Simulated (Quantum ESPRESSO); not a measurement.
# TaZr2O5F3: one run as intended and one with a planted mistake

Computed values, not a measurement. The program is pw.x of Quantum ESPRESSO 7.5 (plane-wave density functional theory). The cell is made up: 11 atoms on a rutile lattice with one site empty, with randomly drawn elements, strain and displacements, not relaxed. PseudoDojo standard norm-conserving files (v0.5 for PBE, v0.4.1 for LDA and PBEsol) set the functional; there is no spin polarisation, spin-orbit coupling or dispersion term, and the masses in the input are unused placeholders.

Intended input:

```
&control calculation='scf', pseudo_dir='./dojo.nc.sr.pbe.v0_5.standard.upf', outdir='./o', disk_io='low', tprnfor=.true., tstress=.true. /
&system ibrav=0, nat=11, ntyp=4, nbnd=50, ecutwfc=84.00895049, nosym=.true., tot_charge=0,
 occupations='smearing', smearing='fd', degauss=0.0018374661
/
&electrons conv_thr=7.350e-09, electron_maxstep=60, /
ATOMIC_SPECIES
F 1.0 F.upf
O 1.0 O.upf
Ta 1.0 Ta.upf
Zr 1.0 Zr.upf
CELL_PARAMETERS angstrom
4.7277 -0.0149 0.0333
-0.0149 4.7115 0.0756
0.044 0.0998 6.1108
ATOMIC_POSITIONS angstrom
Ta -0.0481 0.0599 0.0476
Zr 2.3729 2.3913 1.5672
Zr 0.0235 0.1149 3.0282
O 1.4761 1.3908 0.1224
O 3.2869 3.2989 0.1339
F 3.7888 0.9496 1.5506
O 0.8596 3.7682 1.6387
O 1.5093 1.4391 3.0008
O 3.3796 3.3163 3.1354
F 3.7737 1.0471 4.6056
F 0.8885 3.8138 4.7038
K_POINTS automatic
5 5 4 1 1 1
```

The log is shortened where brackets say so; the opening notice, blank lines, dates and the lines on written files are dropped, and the path of the files is cut. It prints rydbergs, bohrs and kilobars, and counts compression as positive stress. Where no state is partly filled, the Fermi energy that it prints is only some level between the filled and the empty states on the mesh, and need not lie in the true gap.

Log of the intended run:

```
     Program PWSCF v.7.5
     Parallel version (MPI & OpenMP), running on       4 processor cores
     Number of MPI processes:                 4
     Threads/MPI process:                     1
     [start-up lines left out]
     bravais-lattice index     =            0
     lattice parameter (alat)  =       8.9343  a.u.
     unit-cell volume          =     918.2549 (a.u.)^3
     number of atoms/cell      =           11
     number of atomic types    =            4
     number of electrons       =        88.00
     number of Kohn-Sham states=           50
     kinetic-energy cutoff     =      84.0090  Ry
     charge density cutoff     =     336.0358  Ry
     scf convergence threshold =      7.3E-09
     mixing beta               =       0.7000
     number of iterations used =            8  plain     mixing
     Exchange-correlation= PBE
                           (   1   4   3   4   0   0   0)
     [axes and pseudopotential details left out]
   Cartesian axes
     site n.     atom                  positions (alat units)
         1        Ta     tau(   1) = (  -0.0101738   0.0126696   0.0100680  )
         2        Zr     tau(   2) = (   0.5018993   0.5057911   0.3314832  )
         3        Zr     tau(   3) = (   0.0049706   0.0243028   0.6405038  )
         4        O      tau(   4) = (   0.3122144   0.2941723   0.0258892  )
         5        O      tau(   5) = (   0.6952222   0.6977604   0.0283216  )
         6        F      tau(   6) = (   0.8013806   0.2008528   0.3279721  )
         7        O      tau(   7) = (   0.1818166   0.7970235   0.3466064  )
         8        O      tau(   8) = (   0.3192366   0.3043884   0.6347083  )
         9        O      tau(   9) = (   0.7148295   0.7014407   0.6631780  )
        10        F      tau(  10) = (   0.7981868   0.2214753   0.9741445  )
        11        F      tau(  11) = (   0.1879293   0.8066685   0.9949151  )
     number of k points=    50  Fermi-Dirac smearing, width (Ry)=  0.0018
                       cart. coord. in units 2pi/alat
        k(    1) = (   0.0996507   0.0991477   0.0943740), wk =   0.0400000
        k(    2) = (   0.0982781   0.0960387   0.2878562), wk =   0.0400000
     [further k points left out]
     Dense  grid:    95433 G-vectors     FFT dimensions: (  54,  54,  72)
     Estimated max dynamical RAM per process >     272.86 MB
     Estimated total dynamical RAM >    1021.54 MB
     Initial potential from superposition of free atoms
     starting charge      87.9943, renormalised to      88.0000
     Starting wfcs are   62 randomized atomic wfcs
     total cpu time spent up to now is        5.2 secs
     per-process dynamical memory:   212.4 Mb
     Self-consistent Calculation
     iteration #  1     ecut=    84.01 Ry     beta= 0.70
     Davidson diagonalization with overlap
     ethr =  1.00E-02,  avg # of iterations =  2.0
     total cpu time spent up to now is       14.7 secs
     total energy              =    -644.59987509 Ry
     estimated scf accuracy    <       4.37429691 Ry
     iteration #  2     ecut=    84.01 Ry     beta= 0.70
     Davidson diagonalization with overlap
     ethr =  4.97E-03,  avg # of iterations =  6.6
     total cpu time spent up to now is       29.8 secs
     total energy              =    -640.58273304 Ry
     estimated scf accuracy    <      37.98355800 Ry
     [iterations 3 to 15 left out]
     iteration # 16     ecut=    84.01 Ry     beta= 0.70
     Davidson diagonalization with overlap
     ethr =  2.61E-11,  avg # of iterations =  3.9
     total cpu time spent up to now is      184.1 secs
     total energy              =    -646.86553794 Ry
     estimated scf accuracy    <          8.4E-09 Ry
     iteration # 17     ecut=    84.01 Ry     beta= 0.70
     Davidson diagonalization with overlap
     ethr =  9.55E-12,  avg # of iterations =  2.2
     total cpu time spent up to now is      193.7 secs
     End of self-consistent calculation
     [lines on levels left out]
     the Fermi energy is     9.2448 ev
!    total energy              =    -646.86553794 Ry
     estimated scf accuracy    <          2.1E-09 Ry
     smearing contrib. (-TS)   =      -0.00000000 Ry
     internal energy E=F+TS    =    -646.86553794 Ry
     The total energy is F=E-TS. E is the sum of the following terms:
     one-electron contribution =    -221.73350106 Ry
     hartree contribution      =     157.18162586 Ry
     xc contribution           =    -145.07326221 Ry
     ewald contribution        =    -437.24040053 Ry
     convergence has been achieved in  17 iterations
     Forces acting on atoms (cartesian axes, Ry/au):
     atom    1 type  3   force =     0.11000799   -0.11631515   -0.11812123
     atom    2 type  4   force =    -0.07626243    0.11982376    0.12261981
     atom    3 type  4   force =     0.03586309   -0.08766317    0.14883179
     atom    4 type  2   force =    -0.14119436   -0.13329397   -0.04830153
     atom    5 type  2   force =     0.14830737    0.15089297   -0.06575157
     atom    6 type  1   force =    -0.00300172    0.00562101   -0.04683696
     atom    7 type  2   force =    -0.04607610    0.06387167   -0.11329388
     atom    8 type  2   force =    -0.05292273   -0.07008746    0.03511564
     atom    9 type  2   force =     0.02636835    0.03317887   -0.04343927
     atom   10 type  1   force =     0.01530161   -0.00534451    0.07137822
     atom   11 type  1   force =    -0.01639107    0.03931599    0.05779896
     Total force =     0.489339     Total SCF correction =     0.000077
     Computing stress (Cartesian axis) and pressure
          total   stress  (Ry/bohr**3)                   (kbar)     P=      168.18
   0.00065952  -0.00077229  -0.00040243           97.02     -113.61      -59.20
  -0.00077229   0.00062845  -0.00012452         -113.61       92.45      -18.32
  -0.00040243  -0.00012452   0.00214187          -59.20      -18.32      315.08
     init_run     :      4.94s CPU      5.13s WALL (       1 calls)
     electrons    :    187.85s CPU    188.48s WALL (       1 calls)
     forces       :      1.84s CPU      1.86s WALL (       1 calls)
     stress       :      6.54s CPU      6.56s WALL (       1 calls)
     [timing details left out]
     PWSCF        :   3m21.32s CPU   3m22.25s WALL
     JOB DONE.
```

A second run has one planted mistake: two atoms have their elements exchanged. The input lines that differ, file-writing options aside:

```
- F 3.7888 0.9496 1.5506
+ O 3.7888 0.9496 1.5506
- O 3.3796 3.3163 3.1354
+ F 3.3796 3.3163 3.1354
```

Its log:

```
     Program PWSCF v.7.5
     Parallel version (MPI & OpenMP), running on       4 processor cores
     Number of MPI processes:                 4
     Threads/MPI process:                     1
     [start-up lines left out]
     bravais-lattice index     =            0
     lattice parameter (alat)  =       8.9343  a.u.
     unit-cell volume          =     918.2549 (a.u.)^3
     number of atoms/cell      =           11
     number of atomic types    =            4
     number of electrons       =        88.00
     number of Kohn-Sham states=           50
     kinetic-energy cutoff     =      84.0090  Ry
     charge density cutoff     =     336.0358  Ry
     scf convergence threshold =      7.3E-09
     mixing beta               =       0.7000
     number of iterations used =            8  plain     mixing
     Exchange-correlation= PBE
                           (   1   4   3   4   0   0   0)
     [axes and pseudopotential details left out]
   Cartesian axes
     site n.     atom                  positions (alat units)
         1        Ta     tau(   1) = (  -0.0101738   0.0126696   0.0100680  )
         2        Zr     tau(   2) = (   0.5018993   0.5057911   0.3314832  )
         3        Zr     tau(   3) = (   0.0049706   0.0243028   0.6405038  )
         4        O      tau(   4) = (   0.3122144   0.2941723   0.0258892  )
         5        O      tau(   5) = (   0.6952222   0.6977604   0.0283216  )
         6        O      tau(   6) = (   0.8013806   0.2008528   0.3279721  )
         7        O      tau(   7) = (   0.1818166   0.7970235   0.3466064  )
         8        O      tau(   8) = (   0.3192366   0.3043884   0.6347083  )
         9        F      tau(   9) = (   0.7148295   0.7014407   0.6631780  )
        10        F      tau(  10) = (   0.7981868   0.2214753   0.9741445  )
        11        F      tau(  11) = (   0.1879293   0.8066685   0.9949151  )
     number of k points=    50  Fermi-Dirac smearing, width (Ry)=  0.0018
                       cart. coord. in units 2pi/alat
        k(    1) = (   0.0996507   0.0991477   0.0943740), wk =   0.0400000
        k(    2) = (   0.0982781   0.0960387   0.2878562), wk =   0.0400000
     [further k points left out]
     Dense  grid:    95433 G-vectors     FFT dimensions: (  54,  54,  72)
     Estimated max dynamical RAM per process >     272.86 MB
     Estimated total dynamical RAM >    1021.54 MB
     Initial potential from superposition of free atoms
     starting charge      87.9943, renormalised to      88.0000
     Starting wfcs are   62 randomized atomic wfcs
     total cpu time spent up to now is        4.2 secs
     per-process dynamical memory:   206.1 Mb
     Self-consistent Calculation
     iteration #  1     ecut=    84.01 Ry     beta= 0.70
     Davidson diagonalization with overlap
     ethr =  1.00E-02,  avg # of iterations =  2.0
     total cpu time spent up to now is       11.8 secs
     total energy              =    -645.09269152 Ry
     estimated scf accuracy    <       3.95243589 Ry
     iteration #  2     ecut=    84.01 Ry     beta= 0.70
     Davidson diagonalization with overlap
     ethr =  4.49E-03,  avg # of iterations =  5.6
     total cpu time spent up to now is       22.9 secs
     total energy              =    -642.41958933 Ry
     estimated scf accuracy    <      24.57148494 Ry
     [iterations 3 to 15 left out]
     iteration # 16     ecut=    84.01 Ry     beta= 0.70
     Davidson diagonalization with overlap
     ethr =  3.84E-11,  avg # of iterations =  2.0
     total cpu time spent up to now is      134.6 secs
     total energy              =    -647.10164229 Ry
     estimated scf accuracy    <       0.00000001 Ry
     iteration # 17     ecut=    84.01 Ry     beta= 0.70
     Davidson diagonalization with overlap
     ethr =  1.63E-11,  avg # of iterations =  3.6
     total cpu time spent up to now is      142.5 secs
     End of self-consistent calculation
     [lines on levels left out]
     the Fermi energy is     8.7776 ev
!    total energy              =    -647.10164229 Ry
     estimated scf accuracy    <          2.5E-10 Ry
     smearing contrib. (-TS)   =      -0.00000000 Ry
     internal energy E=F+TS    =    -647.10164229 Ry
     The total energy is F=E-TS. E is the sum of the following terms:
     one-electron contribution =    -217.97616736 Ry
     hartree contribution      =     155.78043062 Ry
     xc contribution           =    -145.17520735 Ry
     ewald contribution        =    -439.73069821 Ry
     convergence has been achieved in  17 iterations
     Forces acting on atoms (cartesian axes, Ry/au):
     atom    1 type  3   force =     0.03854060   -0.01461180    0.02415062
     atom    2 type  4   force =    -0.06292721   -0.00160329   -0.02419426
     atom    3 type  4   force =     0.10389922    0.06227556    0.03602445
     atom    4 type  2   force =    -0.11885651   -0.10704754   -0.03255072
     atom    5 type  2   force =     0.12962460    0.13594578   -0.06041793
     atom    6 type  2   force =     0.04314434   -0.04433202   -0.04555229
     atom    7 type  2   force =    -0.04703488    0.04900667   -0.06407261
     atom    8 type  2   force =    -0.07787276   -0.08072433    0.06609916
     atom    9 type  1   force =    -0.01029854   -0.00748918    0.02846007
     atom   10 type  1   force =     0.00944164   -0.00649344    0.04483957
     atom   11 type  1   force =    -0.00766052    0.01507359    0.02721393
     Total force =     0.352267     Total SCF correction =     0.000045
     Computing stress (Cartesian axis) and pressure
          total   stress  (Ry/bohr**3)                   (kbar)     P=      160.69
   0.00069365  -0.00041994  -0.00021822          102.04      -61.77      -32.10
  -0.00041994   0.00075548  -0.00012313          -61.77      111.14      -18.11
  -0.00021822  -0.00012313   0.00182799          -32.10      -18.11      268.91
     init_run     :      3.92s CPU      4.12s WALL (       1 calls)
     electrons    :    137.59s CPU    138.33s WALL (       1 calls)
     forces       :      1.50s CPU      1.51s WALL (       1 calls)
     stress       :      5.11s CPU      5.12s WALL (       1 calls)
     [timing details left out]
     PWSCF        :   2m28.27s CPU   2m29.27s WALL
     JOB DONE.
```

|  | intended run | run with the mistake |
| --- | --- | --- |
| free energy (eV) | -8801.054 | -8804.266 |
| smearing term -TS (eV) | 0.0000 | 0.0000 |
| pressure (GPa) | 16.82 | 16.07 |
| largest force component (eV/Å) | 3.880 | 3.495 |
| largest change of a force component (eV/Å) |  | 3.855 |
| iterations | 17 | 17 |

For scale, a rerun of the intended cell at a cutoff of 1467 eV and k mesh 7 x 7 x 6 moved values by no more than 0.004 eV in energy, 0.03 GPa in stress and 0.002 eV/Å in force.